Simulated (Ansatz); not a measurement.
This cell of AlN (zinc blende) is off equilibrium:

```
CELL_PARAMETERS angstrom
      0.00000     2.18491     2.18491
      2.18491     0.00000     2.18491
      2.18491     2.18491     0.00000
ATOMIC_POSITIONS crystal
  N  0.75000 0.75000 0.75000
  Al 0.00000 0.00000 0.09838
```

These are r2SCAN (plane waves to 500 eV, PAW, scalar-relativistic; Ansatz, a program for electronic structure) values and carry that method's errors. k mesh 10×10×10 (Γ-centred), Fermi-Dirac smearing 0.05 eV. E stands for the smeared free energy. Stress and pressure are positive under compression. AlN was relaxed with its symmetry unable to fall.

Problem. What forces act on the atoms (eV/Å, Cartesian)?

Solution. 
```
atom      Fx      Fy      Fz
----  ------  ------  ------
N1     3.692   3.692  -3.032
Al2   -3.692  -3.692   3.031
```

Problem. Give the stress tensor in GPa and the pressure.

Solution. 
```
    8.3     12.9    -18.4
   12.9      8.3    -18.4
  -18.4    -18.4     20.0
```
The pressure, a third of the trace, is 12.2 GPa.

Problem. In it atom 2 sits (0.215, 0.215, 0.000) Å away from its relaxed site. What is its energy relative to the relaxed cell?

Solution. 742 meV/cell.

(A displaced cell: forces are minus the slopes of the energy, force constants its curvatures, and phonons follow from these.)
